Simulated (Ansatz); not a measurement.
# Layers for a solidly mounted resonator

Candidates compared on computed values. An acoustic mirror alternates quarter-wave layers of high and low impedance; the larger the ratio, the fewer layers.

The yardstick is α-quartz SiO2. Each row is paired with the reference. Frequency 2 GHz, 2 pairs, polycrystalline averages.

**Data**

Methods, by column (Ansatz, a plane-wave PAW program): density: r²SCAN, relaxed cell; longitudinal speed: r²SCAN, elastic tensor, Hill average.

Definitions used: Z = ρ v_l; layer = v_l/4f; ratio = larger Z over smaller Z; isolation ≈ 20 × 2 × log₁₀(ratio), up to a constant set by the substrate.

| crystal | density (g/cm³) | v_l (km/s) | impedance (MRayl) | quarter wave (nm) | impedance ratio | isolation (dB) |
|---|---|---|---|---|---|---|
| Ge (diamond type) | 5.28 | 5.26 | 27.77 | 658 | 1.733 | 10 |
| bcc Mo | 10.19 | 6.58 | 67.05 | 823 | 4.185 | 25 |
| bcc Ta | 16.65 | 4.17 | 69.43 | 521 | 4.334 | 25 |
| Sb (simple cubic) | 6.88 | 3.74 | 25.73 | 468 | 1.606 | 8 |
| Mo3Si (Pm-3n) | 9.01 | 7.10 | 63.97 | 888 | 3.993 | 24 |
| α-quartz SiO2, reference | 2.64 | 6.07 | 16.02 | 759 | 1.000 | 0 |

Runs started from generated or typed cells of the structure named: Ge; bcc Mo; bcc Ta. No claim is made that these are known or stable phases: Sb (simple cubic). Of the phases: the Γ and L minima of Ge lie closer than these levels can tell, and the real crystal has its minimum at L. Over 15 meV/atom above the lowest phase of their formula at hand: Sb (simple cubic) (49 meV/atom, r²SCAN). Spin–orbit coupling is left out unless named.

**Worked example**

The steps for bcc Mo:

- Z = 10.19 × 6.58 = 67.05 MRayl
- quarter wave: 6.58 km/s/(4 × 2 GHz) = 823 nm
- impedance ratio: larger of 67.05/16.02 and its inverse = 4.185
- isolation: 20 × 2 × log₁₀(4.185) = 25 dB

**Result**

By impedance ratio (highest first): bcc Ta (4.334 ± 0.14) ≈ bcc Mo (4.185 ± 0.13), Mo3Si (3.993 ± 0.13), Ge (1.733 ± 0.055), Sb (simple cubic) (1.606 ± 0.051). The ± follows from allowances picked for this note (density 1 %, longitudinal speed 3 %), carried to first order and added in quadrature, each row's own inputs moving alone; ≈ joins neighbours closer than their two ± added in quadrature. At the edge of that rule, so that a last digit could turn the call: bcc Mo and Mo3Si.

**Caveats**

Sputtered films are textured or amorphous and softer than these crystals; shear waves need a mirror of their own. Where several phases of a formula are at hand, those over 0.1 eV/atom above the lowest were not drawn (by r²SCAN where it compared them, else by the largest value; a layered or molecular lowest phase counts only with a dispersion term); other phases could lie lower still. Rows are a sample by related chemistry or structure, familiar materials first, kept where one row at least reaches a ratio of 2.5. Limits of the draw: impedance over 8 MRayl; for moduli and speeds, an anisotropy index under 2.5, no layered crystals; no unfamiliar magnets, and cubic perovskites only if shown or known to be stable. As a rule kept out of such tables: 4f compounds, open-shell compounds run without a Hubbard term, cells found unstable in the tests at hand, cells close to a higher symmetry, and runs set to a pressure or over 12 % in volume from the crystal's fullest run.
